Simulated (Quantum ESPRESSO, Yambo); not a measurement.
Mg₂Ge (anti-fluorite, space group Fm-3m, No. 225). Cell and atoms were relaxed with PBEsol from Materials Project entry mp-408, within its symmetry. Chain: norm-conserving PBE (Quantum ESPRESSO, 84 Ry, scalar-relativistic); G0W0 in Yambo (4×4×4 Γ-centred k mesh, bands 13 to 286 and a 15 Ry block in the screening, 286 bands in G with the Bruneval-Gonze terminator, plasmon pole fitted at 27.2 eV, 124 Ry wavefunctions); BSE (6×6×6 mesh, 3 valence and 10 conduction bands, static screening with 41 bands and a 4 Ry block, scissor 0.64 eV, Tamm-Dancoff).

PBE gap (dense path): 0.13 eV
PBE gap Γ → X on the GW mesh: 0.14 eV
PBE smallest direct gap on the GW mesh, at Γ: 1.09 eV
G0W0 direct gap at that point: 1.73 eV
G0W0 correction to the gap Γ → X: 0.46 eV
lowest exciton: no binding energy given (see below)

Rough cost of the Yambo steps against G0W0 for 8 states: BSE about 1/5.

Nearest settings tried, and what they do to the gap: 152 bands in G: +3 meV; 152 bands in W, 152 bands in G: -45 meV; 9 Ry block (229 vectors against 459): -21 meV. Not varied: mesh. So the settings aren't converged at that level. The BSE states are vertical excitations (zero momentum); the indirect quasiparticle gap, about 0.59 eV, is smaller than the direct one (1.73 eV on the GW mesh). The lowest state covers only about 1 of the 216 k points, so the mesh doesn't resolve it: its energy and its distance from the direct gap are mesh artefacts. An extended exciton needs a far denser mesh.

Spin-orbit splittings are left out.

Bands and orbitals come from the standard potentials; the scissor and the G0W0 gaps come from a run at the same geometry on the stringent ones, which hold whole semicore shells in the valence.
